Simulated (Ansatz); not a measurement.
Ansatz (a quantum-chemistry and plane-wave program) input:

Ansatz 0.2 input:
```yaml
crystal:
  lattice:
    - [1.9037475159, 1.0991291408, 9.3566848508]
    - [-1.9037475159, 1.0991291408, 9.3566848508]
    - [0.0, -2.1982582815, 9.3566848508]
  atoms:
    - { symbol: Zn, position: [0.0000119944, 0.0000119944, 0.0000119944] }
    - { symbol: Zn, position: [0.7777114967, 0.7777114967, 0.7777114967] }
    - { symbol: Zn, position: [0.5554291267, 0.5554291267, 0.5554291267] }
    - { symbol: S, position: [0.9167361253, 0.9167361253, 0.9167361253] }
    - { symbol: S, position: [0.4721710369, 0.4721710369, 0.4721710369] }
    - { symbol: S, position: [0.69459722, 0.69459722, 0.69459722] }
kpoints:
  mp_grid: { grid: [8, 8, 8] }
hamiltonian:
  xc: r2scan
  pseudopotentials: { kind: paw }
scf:
  occupations: { method: fixed }
checkpoint: { read: static.run }
output: { write_density: true, elf: true, volumetric_format: npy }
basis: { fft_grid_basis: typed }
```

Output (shortened):

```
Pseudopotential: Zn, paw, valence charge 12
Pseudopotential: S, paw, valence charge 6
Functional definition: r2SCAN
Crystal: 6 atoms, lattice volume = 117.471 Å³
Basis set: ecut = 500 eV, 2951 PW (Γ), exchange–correlation on 288×288×288 points (64 copies of the dense FFT grid, shifted against one another)
Bands: 33, of which v1, the nominal top of the filled ones, is band 27 counted from 1 (26 counted from 0)
Symmetry: 6 space group operations
Space group: R3m (ITA 160), of the structure as read, at distance tolerance 4.9e-5 Å
k-points: 65 of 512 (time reversal used)
Stability of the state it starts from, as read at its close in the unpolarized treatment …
iter 1 solved again at ethr=1.67e-7 eV; its pass at ethr=3.10e-3 eV (dr2=9.00e-5 eV) is discarded
SCF iter   1: F=—  HF=-12700.341369 eV  |F-HF|=—  |Δ(HF+E_count)|=         —  Δρ=2.17e-6  dr2=2.69e-9  dr2_τ=5.15e-11  ethr=1.67e-7  ⟨swp⟩=3.0  Hψ=13725  notcnv=0  defer=244
preconditioner: auto → Resta (q_TF=auto, 2.397 Å⁻¹)
SCF iter   2: F=-12700.341369 eV  HF=-12700.341369 eV  |F-HF|=3.86e-9  |Δ(HF+E_count)|=   2.56e-7  Δρ=2.02e-6  dr2=2.33e-9  dr2_τ=6.05e-11  ethr=4.97e-12  ⟨swp⟩=9.9  Hψ=10552  notcnv=0
SCF 1 converged in 2 iterations: F = -12700.341369 eV  dr2 = 2.33e-9
SCF converged after 2 iterations
Free energy (F): -12700.341369 eV
Harris-Foulkes:  -12700.341369 eV  (|F-HF|=3.86e-9)
Internal energy: -12700.341369 eV  (E = F + TS)
E sigma→0 (E₀):  -12700.341369 eV
Fermi energy:    5.621389 eV
--- Per-component energies (eV) ---
  E_band       = -3.667663
  E_kinetic    = 712.722514
  E_local      = -6131.046072  (includes V_loc(G=0)·N_el)
  E_nonlocal   = 1939.901961
  E_hartree    = 2572.813730
  E_xc         = -647.385737
  E_vxc        = -444.702204  (∫ρ·V_xc dr)
  E_paw        = -7379.822256  (= ΣΔE_a)
  E_vpaw       = -1248.170986  (= ΣTr[D̂ρ^β])
  E_aug_tail   = -0.000190  (compensation charges beyond the density's cutoff)
  E_vtau       = 21.995361  (kinetic-family band-sum trace: ∫τ·v_τ [+ j·A + Jᵃ·Aᵃ] dr)
  E_ewald      = -3766.648163
  E_core_change = -0.877156  (= ΣΔE_core)
  E_smearing   =  0.000000  (= −TS)
  E_closure    = 0.000000  (closes the sum)
  Σ components = -12700.341369   (vs F -12700.341369, Δ=0.00e0)
  [band-id]    e_kinetic+e_local+e_nonlocal+2·e_hartree+e_vxc+e_vpaw+e_augmentation_tail+e_vtau = -3.672155   (vs E_band -3.667663, Δ=-4.49e-3)
--- Band table (eV; the first three rows and the last of 65) ---
  k-point 0: bands = ["-8.1283", "-7.4443", "-7.4347", "-0.9115", "-0.9021", "-0.9021", "-0.8306", "-0.8306", "-0.8206", "-0.8206", "-0.7556", "-0.7465", "-0.3924", "-0.3924", "-0.3572", "-0.3572", "-0.3364", "-0.3364", "1.6308", "1.6430", "4.9144", "4.9144", …
  k-point 1: bands = ["-8.0184", "-7.4004", "-7.3266", "-0.9089", "-0.8898", "-0.8802", "-0.8416", "-0.8128", "-0.8011", "-0.7910", "-0.7512", "-0.6997", "-0.4025", "-0.3953", "-0.3538", "-0.3521", "-0.3328", "-0.3223", "1.5313", "1.8495", "4.1034", "4.3392", …
  k-point 2: bands = ["-7.7249", "-7.2310", "-7.1195", "-0.9140", "-0.8705", "-0.8348", "-0.8325", "-0.7557", "-0.7283", "-0.7181", "-0.7025", "-0.6046", "-0.4123", "-0.3885", "-0.3442", "-0.3366", "-0.3236", "-0.2759", "1.4213", "1.8613", "2.8673", "3.3178", …
  k-point 64: bands = ["-7.9212", "-7.9125", "-7.1647", "-0.9172", "-0.9013", "-0.8883", "-0.8883", "-0.8658", "-0.8658", "-0.7990", "-0.7990", "-0.3886", "-0.3886", "-0.3685", "-0.3685", "-0.3289", "-0.3289", "-0.1685", "0.1552", "3.8991", "3.9197", …
```

Cost: around 40 core-seconds (rough) on shared cores.

The first step of the workflow began from a Materials Project structure, measured or hypothetical; the Crystallography Open Database files this formula in space group No. 160, but the cells were not matched. It is not the phase usual at ambient conditions (space group No. 186, 216). Symmetry was held in the r²SCAN relaxation; its stability against distortions is not shown here.

Potentials: the later of the program's two PAW sets.

Ansatz is a plane-wave DFT program.
